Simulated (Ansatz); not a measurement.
The cell comes from COD entry 1522707, which wasn't checked; take it as a given geometry. The listed cell was then made from it by scaling, straining or moving an atom.

TiGa$_{3}$: DFT, PBEsol, all-electron LAPW, scalar-relativistic (Ansatz 0.2.0). What sets it apart from a plain run of this crystal: volume scaled by 0.98.

Command: `ansatz run input.yaml --threads 1 --pin off --max-ram 4096MiB --backend cpu --events-out ev --progress --plain --runs-dir out` The run took 61 s on 1 thread of AMD EPYC 9R45 96-Core Processor (Zen 5) (shared host), peak memory 1.7 GiB.

```yaml
crystal:
  lattice:
    - [-1.8817848518, 1.8817848518, 4.337690392]
    - [1.8817848518, -1.8817848518, 4.337690392]
    - [1.8817848518, 1.8817848518, -4.337690392]
  atoms:
    - { symbol: Ti, position: [0.0, 0.0, 0.0] }
    - { symbol: Ga, position: [0.5, 0.5, 0.0] }
    - { symbol: Ga, position: [0.75, 0.25, 0.5] }
    - { symbol: Ga, position: [0.25, 0.75, 0.5] }
kpoints:
  mp_grid: { grid: [14, 14, 14] }
  band_path:
    path:
      - [0.0, 0.0, 0.0]
      - [0.0, 0.0, 0.5]
      - [0.25, 0.25, 0.25]
      - [0.0, 0.5, 0.0]
      - [0.0, 0.0, 0.0]
      - [0.5, 0.5, -0.5]
      - [0.2970503484, 0.7029496516, -0.2970503484]
      - [-0.2970503484, 0.2970503484, 0.2970503484]
      - [0.0, 0.0, 0.0]
    npoints: 5
scf:
  occupations: { method: fermi_dirac, width: 0.05 }
hamiltonian:
  xc: pbesol
  pseudopotentials: { kind: all_electron, lapw: { basis_error: 0.0005 } }
output:
  forces: true
  stress: true
  eigenvalues: true
```

Output (standing set-up lines are left out):

```
LAPW: plane waves up to 8.629 Å⁻¹, error target 5.0e-4 eV per atom; small_component_spin mean_spin; Ti in spheres of 1.331 Å, 12 of its electrons in bands, Dirac shells []; Ga in spheres of 1.331 Å, 21 of its electrons in bands, Dirac shells []
Crystal: 4 atoms, lattice volume = 61.441 Å³
Basis set: ecut = 283.6652689844615 eV, 655 PW (Γ), FFT grids on a1+a3, a2+a3, a3, exchange–correlation at level 2
Space group: I4/mmm (ITA 139), of the structure as read, at distance tolerance 3.9e-5 Å
iter 1 solved again at ethr=7.37e-4 eV; its pass at ethr=1.00e-1 eV (dr2=5.53e-1 eV) is discarded
SCF iter   1: F=—  HF=-181789.945633 eV  |F-HF|=—  |Δ(HF+E_count)|=         —  Δρ=2.19e-2  dr2=5.53e-1  ethr=7.37e-4  ⟨swp⟩=2.1  Hψ=70110  notcnv=0
preconditioner: auto → Kerker (q_TF=auto, 2.820 Å⁻¹)  [metal: Δε(μ)=0.008 eV  Ē_g=16.510 eV  σ=0.050 eV  W_gap=0.04  n_scr=30 (ndim 8)  ℏωp=33.2 eV  f_vac=0.000  D(μ)=1.35/eV (n_scr^D=10)]
SCF iter   2: F=—  HF=-181789.577586 eV  |F-HF|=—  |Δ(HF+E_count)|=   3.68e-1  Δρ=1.14e-2  dr2=9.23e-2  ethr=7.37e-4  ⟨swp⟩=2.0  Hψ=33676  notcnv=0
SCF iter   3: F=—  HF=-181789.506372 eV  |F-HF|=—  |Δ(HF+E_count)|=   7.12e-2  Δρ=1.06e-2  dr2=1.72e-1  ethr=1.23e-4  ⟨swp⟩=2.0  Hψ=33608  notcnv=0
SCF iter   4: F=—  HF=-181789.477202 eV  |F-HF|=—  |Δ(HF+E_count)|=   2.92e-2  Δρ=5.79e-3  dr2=2.27e-2  ethr=1.23e-4  ⟨swp⟩=2.0  Hψ=33677  notcnv=0
SCF iter   5: F=—  HF=-181789.459915 eV  |F-HF|=—  |Δ(HF+E_count)|=         —  Δρ=3.35e-3  dr2=1.16e-2  ethr=3.03e-5  ⟨swp⟩=2.0  Hψ=31900  notcnv=0
the basis was enlarged: its passes take 262.4 KiB over the memory plan, 1 of 1 planned eigensolver slots
iter 6 solved again at ethr=1.14e-6 eV; its pass at ethr=1.54e-5 eV (dr2=8.51e-4 eV) is discarded
SCF iter   6: F=—  HF=-181789.457067 eV  |F-HF|=—  |Δ(HF+E_count)|=   2.85e-3  Δρ=7.10e-4  dr2=8.49e-4  ethr=1.14e-6  ⟨swp⟩=2.0  Hψ=54332  notcnv=0
SCF iter   7: F=—  HF=-181789.456879 eV  |F-HF|=—  |Δ(HF+E_count)|=   1.87e-4  Δρ=1.67e-4  dr2=2.15e-5  ethr=1.13e-6  ⟨swp⟩=2.0  Hψ=31905  notcnv=0
SCF iter   8: F=—  HF=-181789.456877 eV  |F-HF|=—  |Δ(HF+E_count)|=   2.46e-6  Δρ=7.76e-5  dr2=4.64e-6  ethr=2.86e-8  ⟨swp⟩=2.0  Hψ=31904  notcnv=0
SCF iter   9: F=—  HF=-181789.456871 eV  |F-HF|=—  |Δ(HF+E_count)|=   5.63e-6  Δρ=3.85e-5  dr2=1.25e-6  ethr=6.18e-9  ⟨swp⟩=2.0  Hψ=31902  notcnv=0
SCF iter  10: F=-181789.456871 eV  HF=-181789.456871 eV  |F-HF|=5.73e-8  |Δ(HF+E_count)|=   2.35e-7  Δρ=9.26e-6  dr2=7.14e-8  ethr=1.66e-9  ⟨swp⟩=2.0  Hψ=31902  notcnv=0
SCF 1 converged in 10 iterations: F = -181789.456871 eV  dr2 = 7.14e-8
NSCF: frozen V_eff on 41 k-points
SCF converged after 10 iterations
Free energy (F): -181789.456871 eV
Harris-Foulkes:  -181789.456871 eV  (|F-HF|=5.73e-8)
Internal energy: -181789.445193 eV  (E = F + TS)
E sigma→0 (E₀):  -181789.451032 eV
Entropy (-TS):   -0.011678 eV (-2.920 meV/atom)
Fermi energy:    15.013481 eV
--- Per-component energies (eV) ---
  E_band       = -2226.061389
  E_kinetic    = 185110.495415
  E_xc         = -7182.679428
  E_electrostatic = -359717.261180  (all electrons and nuclei)
  E_smearing   = -0.011678  (= −TS)
  E_closure    = 0.000000  (closes the sum)
  E_atoms      = -181770.473379  (free atoms, spherical and without spin; not in F)
  Σ components = -181789.456871   (vs F -181789.456871, Δ=0.00e0)
  Basis errors (estimates in eV, not in F): energy 1.3e-4 per atom: plane waves 1.1e-4 (5.5e-5 summed), levels above the bands 4.7e-52, relativity 4.4e-9, radial functions 2.3e-5, core shells 2.9e-7; eigenvalues (radial functions only) 5.1e-7; not estimated: angular momenta, meshes, grids; target (lapw.basis_error) 5.0e-4; muffin-tin radii Ti 1.331 Å, Ga 1.331 Å
--- Forces (eV/Å), atoms counted from 1 ---
  atom   1  Ti     0.00000000     0.00000000    -0.00000000
  atom   2  Ga    -0.00000000     0.00000000    -0.00000000
  atom   3  Ga     0.00000000     0.00000000     0.00000000
  atom   4  Ga     0.00000000     0.00000000     0.00000000
  max |Σ_I F_I| component: 9.54e-18 eV/Å
--- Stress (GPa, compression-positive) ---
       -1.370432       0.000000       0.000000
        0.000000      -1.370432       0.000000
        0.000000       0.000000      -0.372276
  P = ⅓ Tr σ = -1.0377 GPa (-10.377 kbar)
--- Band table (eV; the first three rows and the last of 244) ---
  k-point 0: bands = ["-128.1335", "-128.1322", "-128.0963", "-79.0464", "-79.0464", "-79.0370", "-79.0370", "-79.0360", "-79.0156", "-79.0145", "-78.9791", "-78.9791", "-41.4590", "-17.8810", "-17.8810", "-17.8034", "-0.0092", "0.1213", "0.1559", "0.3004", "0.3004", "0.3415", "0.3415", "0.4018", "0.4078", "0.4188", "0.5473", "0.5776", "0.5776", "0.5974", "0.7593", "3.5620", "11.0682", "11.8120", "13.7043", "13.7043", "13.7916", "15.5672", "16.1552", "17.1566", "17.1566", "18.2164", "18.5776", "18.5776", "18.9023"]
  k-point 1: bands = ["-128.1335", "-128.1323", "-128.0963", "-79.0464", "-79.0459", "-79.0375", "-79.0370", "-79.0360", "-79.0156", "-79.0145", "-78.9791", "-78.9791", "-41.4588", "-17.8830", "-17.8824", "-17.8031", "0.0059", "0.1346", "0.1673", "0.2922", "0.3091", "0.3399", "0.3409", "0.4089", "0.4118", "0.4238", "0.5385", "0.5654", "0.5794", "0.5891", "0.7392", "3.6745", "11.1462", "11.7989", "13.0579", "13.6381", "13.6806", "15.5381", "16.2624", "17.2352", "17.3035", "17.7927", "18.2862", "18.7589", "20.0194"]
  k-point 2: bands = ["-128.1334", "-128.1324", "-128.0963", "-79.0466", "-79.0445", "-79.0389", "-79.0369", "-79.0359", "-79.0156", "-79.0147", "-78.9791", "-78.9791", "-41.4583", "-17.8883", "-17.8864", "-17.8024", "0.0419", "0.1716", "0.2017", "0.2748", "0.3325", "0.3349", "0.3385", "0.4206", "0.4298", "0.4354", "0.5166", "0.5328", "0.5659", "0.5698", "0.6950", "4.0113", "11.3474", "11.7391", "12.0795", "13.2761", "13.6216", "14.4934", "17.1295", "17.2597", "17.3397", "17.4501", "18.2960", "19.5541", "21.0504"]
  k-point 243: bands = ["-128.1335", "-128.1322", "-128.0963", "-79.0464", "-79.0464", "-79.0370", "-79.0370", "-79.0357", "-79.0160", "-79.0145", "-78.9791", "-78.9791", "-41.4589", "-17.8811", "-17.8811", "-17.8068", "0.0050", "0.0504", "0.1393", "0.1393", "0.2274", "0.2900", "0.3943", "0.4302", "0.5110", "0.5110", "0.5790", "0.5790", "0.5940", "0.6460", "0.7593", "5.1208", "6.3224", "12.9164", "13.8107", "13.8107", "14.9142", "15.9373", "15.9373", "16.1740", "18.2379", "19.3424", "20.6862", "20.8087", "20.8087"]
```

Spin polarisation is left out, and whether a magnetic state lies lower isn't shown here.
